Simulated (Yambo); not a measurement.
A BSE run in Yambo for CsSrF$_{3}$ (cubic perovskite, space group Pm-3m, No. 221) (PBEsol bands; 8×8×8 mesh, 9 valence and 3 conduction bands, static screening with 60 bands and a 3 Ry block, scissor 3.28 eV, Tamm-Dancoff; field along x) gives:

| state | energy (eV) | states within 2 meV | relative strength | class |
|---|---|---|---|---|
| 1 | 8.51 | 3 | 1.00 | strong |
| 2 | 8.65 | 3 | < 0.01 | dark |
| 3 | 8.68 | 3 | 0.38 | strong |
| 4 | 9.17 | 3 | 0.07 | strong |
| 5 | 9.24 | 3 | < 0.01 | dark |

Problem. What changes when the window shrinks to 9 valence and 1 conduction bands?

Solution. The lowest state goes from 8.512 eV to 8.610 eV, and its distance below the direct gap from 1.035 eV to 0.937 eV. These are vertical excitations (zero momentum). The scissor comes from a G0W0 run whose convergence isn't established.

Geometry of the Materials Project entry, not relaxed at this level; primitive cell a = b = c = 4.763 Å, α = β = γ = 90.00°.

The structure is a Materials Project entry; no match was found in the copy of COD used, and its stability was not checked.
